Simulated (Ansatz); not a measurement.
Clean, relaxed (111) surface of TiC, space group Fm-3m (No. 225) (top face towards +c; atoms held fixed, by place in the list: 1, 2, 3, 4):

```
CELL_PARAMETERS angstrom
3.06036 0.00000 0.00000
-1.53018 2.65035 0.00000
0.00000 0.00000 26.99509
ATOMIC_POSITIONS crystal
C 0.33333 0.66667 0.31487
Ti 0.66667 0.33333 0.36115
C 0.00000 0.00000 0.40744
Ti 0.33333 0.66667 0.45372
C 0.66667 0.33333 0.49986
Ti 0.00000 0.00000 0.54613
C 0.33333 0.66667 0.59211
Ti 0.66667 0.33333 0.63896
C 0.00000 0.00000 0.67911
```

Theory: DFT r2SCAN, scalar-relativistic, plane waves, PAW in Ansatz 0.2.0. Cutoff 500 eV; k points 12×12×1 on the computed 9-atom cell (Γ-centred); Gaussian smearing, width 0.10 eV; no spin polarisation. The cell repeats along c with a dipole correction in the vacuum.

E_ads counts from the clean slab and the free adsorbate (spin-polarised where it has unpaired electrons); negative means bound. With the adsorbate the cell is lengthened along c to keep the vacuum.

(1) OH is put at the hollow (C-C-C) at (0.33, 0.67) site, one adsorbate per 8.1 Å². What structure does it relax to?

Each end is the local minimum or symmetric point that its start leads to.

Spin polarisation was left out, and a magnetic state may lie lower.

## Answers

(1) E_ads = -4.71 eV. Contacts: O–C 1.33 Å. Bonds within the adsorbate: O–H 0.98 Å.

```
CELL_PARAMETERS angstrom
3.06036 0.00000 0.00000
-1.53018 2.65035 0.00000
0.00000 0.00000 29.87509
ATOMIC_POSITIONS crystal
C 0.33333 0.66667 0.28452
Ti 0.66667 0.33333 0.32634
C 0.00000 0.00000 0.36816
Ti 0.33333 0.66667 0.40998
C 0.66584 0.33194 0.45159
Ti 0.00139 0.00356 0.49276
C 0.32999 0.66070 0.53606
Ti 0.66975 0.34061 0.57484
C 0.94867 0.89828 0.62373
O 0.97459 0.94844 0.66802
H 0.15153 0.30308 0.67694
```